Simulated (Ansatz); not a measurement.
AgI:
```cif
data_Ag2I2
_chemical_formula_sum 'Ag2 I2'
_space_group_name_H-M_alt 'P63mc'
_space_group_IT_number 186
_space_group_name_Hall 'P 6c -2c'
_cell_length_a 4.48568
_cell_length_b 4.48568
_cell_length_c 7.33908
_cell_angle_alpha 90.000
_cell_angle_beta 90.000
_cell_angle_gamma 120.000
loop_
_atom_site_label
_atom_site_type_symbol
_atom_site_symmetry_multiplicity
_atom_site_Wyckoff_symbol
_atom_site_fract_x
_atom_site_fract_y
_atom_site_fract_z
_atom_site_occupancy
Ag1 Ag 2 b 0.33333 0.66667 0.00262 1
I1 I 2 b 0.33333 0.66667 0.37728 1
```

Relaxed with LDA.

Question: Which orbitals make up the states near the band edges in DFT-LDA in the program Ansatz with PAW potentials?

Answer: Top 1 eV of the valence band: I 5p 65 %, Ag 4d 32 %. Bottom 1 eV of the conduction band: Ag 5s 65 %, I 5p 16 %, I 5s 15 %. Projections are on Löwdin-orthogonalised atomic valence shells; empty p or d shells of many metals are not among them.

Question: Tabulate the density of states.

Answer: States/eV per cell of 4 atoms, in 0.25 eV bins, energy from the valence-band maximum.

```tsv
E (eV)	total	Ag 4d	I 5p	Ag 5s
-7.85	0.00	0.00	0.00	0.00
-7.60	0.00	0.00	0.00	0.00
-7.35	0.00	0.00	0.00	0.00
-7.10	0.00	0.00	0.00	0.00
-6.85	0.00	0.00	0.00	0.00
-6.60	0.00	0.00	0.00	0.00
-6.35	0.00	0.00	0.00	0.00
-6.10	0.00	0.00	0.00	0.00
-5.85	0.00	0.00	0.00	0.00
-5.60	0.00	0.00	0.00	0.00
-5.35	0.00	0.00	0.00	0.00
-5.10	0.00	0.00	0.00	0.00
-4.85	11.87	4.35	5.95	1.47
-4.60	15.17	8.48	6.01	0.61
-4.35	18.91	10.78	7.46	0.55
-4.10	2.06	1.21	0.79	0.05
-3.85	0.00	0.00	0.00	0.00
-3.60	6.46	6.36	0.05	0.02
-3.35	25.55	24.79	0.34	0.28
-3.10	5.58	4.90	0.37	0.13
-2.85	4.05	3.00	0.69	0.19
-2.60	3.13	1.95	0.91	0.13
-2.35	2.97	1.56	1.17	0.12
-2.10	4.00	1.82	1.92	0.12
-1.85	4.66	1.87	2.52	0.10
-1.60	3.87	1.45	2.20	0.08
-1.35	5.66	1.98	3.43	0.07
-1.10	5.77	1.95	3.60	0.05
-0.85	4.05	1.32	2.60	0.03
-0.60	2.43	0.77	1.58	0.02
-0.35	1.40	0.44	0.94	0.00
-0.10	0.42	0.13	0.29	0.00
0.15	0.00	0.00	0.00	0.00
0.40	0.00	0.00	0.00	0.00
0.65	0.00	0.00	0.00	0.00
0.90	0.00	0.00	0.00	0.00
1.15	0.00	0.00	0.00	0.00
1.40	0.02	0.00	0.00	0.02
1.65	0.08	0.00	0.01	0.05
1.90	0.13	0.00	0.02	0.08
2.15	0.20	0.00	0.04	0.13
2.40	0.35	0.00	0.07	0.22
2.65	0.73	0.00	0.14	0.44
2.90	1.86	0.01	0.32	1.00
3.15	2.69	0.02	0.47	1.38
3.40	3.35	0.02	0.59	1.54
3.65	3.28	0.02	0.60	1.46
3.90	1.81	0.01	0.36	0.80
4.15	1.36	0.01	0.27	0.56
4.40	0.46	0.00	0.06	0.12
4.65	3.31	0.02	0.25	0.41
4.90	5.51	0.04	0.34	0.52
5.15	3.25	0.02	0.20	0.31
5.40	2.18	0.01	0.11	0.19
5.65	1.76	0.01	0.06	0.11
```

Space group P6_3mc (wurtzite). The LDA relaxation kept the symmetry of its start; phonons on a q-mesh show no instability. No spin polarisation was allowed. Scalar-relativistic: spin–orbit coupling is off unless named, which matters more the heavier the elements.

Potentials: the earlier of the program's two PAW sets.
